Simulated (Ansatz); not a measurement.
Relaxed-ion elastic tensor of WS2 in space group P6_3/mmc (No. 194; W on 2d, S on 4f) in GPa (Voigt order), r²SCAN+D4 (plane waves, PAW; program Ansatz); density 7.53 g/cm³, 18.23 Å³ per atom.

|  | 1 | 2 | 3 | 4 | 5 | 6 |
|---|---|---|---|---|---|---|
| 1 | 253 | 58.6 | 8.6 | 0.0 | 0.0 | 0.0 |
| 2 | 58.6 | 253 | 8.6 | 0.0 | 0.0 | 0.0 |
| 3 | 8.6 | 8.6 | 44.5 | 0.0 | 0.0 | 0.0 |
| 4 | 0.0 | 0.0 | 0.0 | 14.2 | 0.0 | 0.0 |
| 5 | 0.0 | 0.0 | 0.0 | 0.0 | 14.2 | 0.0 |
| 6 | 0.0 | 0.0 | 0.0 | 0.0 | 0.0 | 97.3 |

Q: Is the crystal mechanically stable?

A: Yes: the smallest eigenvalue of C is 14.2 GPa.

Q: Work out the Voigt, Reuss and Hill averages.

A: K_V = 78.1, K_R = 37.4, K_H = 57.7; G_V = 56.8, G_R = 25.6, G_H = 41.2 GPa.

Q: Give Young's modulus, Poisson's ratio, Pugh's ratio and the universal anisotropy index.

A: E = 9KG/(3K + G) = 99.9 GPa; ν = 0.21; K/G = 1.40 (brittle by the Pugh limit of 1.75); A_U = 5G_V/G_R + K_V/K_R − 6 = 7.17.

Q: Estimate the sound speeds and the Debye temperature.

A: v_l = √((K + 4G/3)/ρ) = 3870 m/s, v_t = √(G/ρ) = 2340 m/s, mean 2590 m/s; Θ = (h/k)(3n/4πV)^(1/3) v_m = 293 K.

Q: Solve the Christoffel equation for the three sound speeds along x, y, z.

A: Eigenvalues of C_ijkl n_j n_l equal ρv². In km/s, slowest first: x 1.38, 3.59, 5.80; y 1.38, 3.59, 5.80; z 1.38, 1.38, 2.43.

Q: How much does each axis shrink under pressure?

A: Linear compressibilities β_i = Σ_j S_ij (j = 1 to 3): x 2.6, y 2.6, z 21 per TPa.

The cell was relaxed with r²SCAN+D4 under the symmetry of its start; phonons on a q-mesh show no instability. The run is not spin-polarised. Spin–orbit coupling is left out wherever it is not named.

Potentials: the later of the program's two PAW sets.
